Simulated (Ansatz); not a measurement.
**C, first-principles data**

C:
```
C
1.0
    1.25346    -3.51703     0.00000
    1.25346     3.51703     0.00000
    0.00000     0.00000     8.33983
C
12
Direct
  0.75892   0.24108   0.44526
  0.24108   0.75892   0.55474
  0.24108   0.75892   0.94526
  0.75892   0.24108   0.05474
  0.43110   0.56890   0.65753
  0.56890   0.43110   0.34247
  0.56890   0.43110   0.15753
  0.43110   0.56890   0.84247
  0.97043   0.02957   0.40975
  0.02957   0.97043   0.59025
  0.02957   0.97043   0.90975
  0.97043   0.02957   0.09025
```

Space group Cmcm (No. 63); conventional cell a = 2.507 Å, b = 7.034 Å, c = 8.340 Å, α = 90.00°, β = 90.00°, γ = 90.00°.

Method: r²SCAN in the plane-wave PAW code Ansatz. The cell and atoms are relaxed at this level. Other levels are named where they apply.

**Cell and energy**

| Property | Result |
|---|---|
| Volume per atom | 6.13 Å³ |
| Density | 3.25 g/cm³ |

**Electronic structure**

| Property | Value |
|---|---|
| Band gap | 3.07 eV (indirect) |
| Valence-band maximum | at Y (k = 0.500, 0.500, 0.000 in fractions of the reciprocal vectors) |
| Conduction-band minimum | at Γ |
| Smallest direct gap on the standard path | 3.77 eV |
| Electron effective mass | 0.31, 0.31, 0.60 mₑ (principal values) |
| Hole effective mass | 0.28, 0.54, 2.4 mₑ (principal values) |
| HSE06 gap on the r²SCAN cell | 4.05 eV |

**Mechanics**

| Item | Value |
|---|---|
| Bulk modulus (Birch–Murnaghan fit) | 3910 kbar |
| Pressure derivative B′ | 3.8 |
| Elastic constants (relaxed ions, GPa) | C11 = 1100, C22 = 1170, C33 = 972, C12 = 46.5, C13 = 43.2, C23 = 60.1, C44 = 277, C55 = 389, C66 = 483 |
| Mechanical stability | stable (all eigenvalues of C positive) |
| Hill bulk and shear moduli | 393 and 424 GPa |
| Young's modulus | 935 GPa |
| Poisson's ratio | 0.10 |
| Debye temperature from the elastic constants | 2030 K |

The start of the workflow was typed in or built on a structure type; neither database checked (COD, Materials Project) lists it. It is not the phase usual at ambient conditions (space group No. 194, 227). Symmetry was held in the r²SCAN relaxation; whether a distortion lowers the energy is not shown. The volume moved by -24 % from the start of the relaxation.

Potentials: the earlier of the program's two PAW sets. The files were generated under PBE; for other functionals the program regenerates the frozen cores, and for LDA and PBEsol the local potential too.
